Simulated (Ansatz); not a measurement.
## Two states of FeSiS

```yaml
crystal:
  lattice:
    - [3.41686, 0.00000, 0.00000]
    - [0.00000, 3.41686, 0.00000]
    - [0.00000, 0.00000, 7.57198]
  atoms:
    - { symbol: Si, position: [0.00000, 0.00000, 0.00000] }
    - { symbol: Si, position: [0.50000, 0.50000, 0.00000] }
    - { symbol: Fe, position: [0.00000, 0.50000, 0.27700] }
    - { symbol: Fe, position: [0.50000, 0.00000, 0.72300] }
    - { symbol: S, position: [0.00000, 0.50000, 0.62200] }
    - { symbol: S, position: [0.50000, 0.00000, 0.37800] }
```

The numbers come from plane-wave PAW DFT (Ansatz): PBEsol, with U_eff = 1.91 eV on Fe d (all-electron-atomic projectors), 420 eV, 7×7×3 Γ-centred k points, cold occupations (width 0.0709 eV). Nothing was relaxed.

State A: Fe3 up, Fe4 down (collinear spin). State B: Fe3 up, Fe4 up (collinear spin).

Q: Which state is lower, and how do they differ?

A: State B is lower by 35.8 meV an atom at zero smearing.

```tsv
state	free energy (meV/atom)	largest moment in a small sphere (μB)	net moment (μB/cell)	gap on mesh (eV)	pressure (GPa)	largest force (eV/Å)
A	35.9	3.03	0.00	metal	-4.5	0.11
B	0.0	3.11	6.76	metal	-4.6	0.40
```

Origin: a known structure type with other elements, at an estimated volume, so it need not be a known compound. Caveats: another magnetic order, which this cell may not hold, can open a gap.
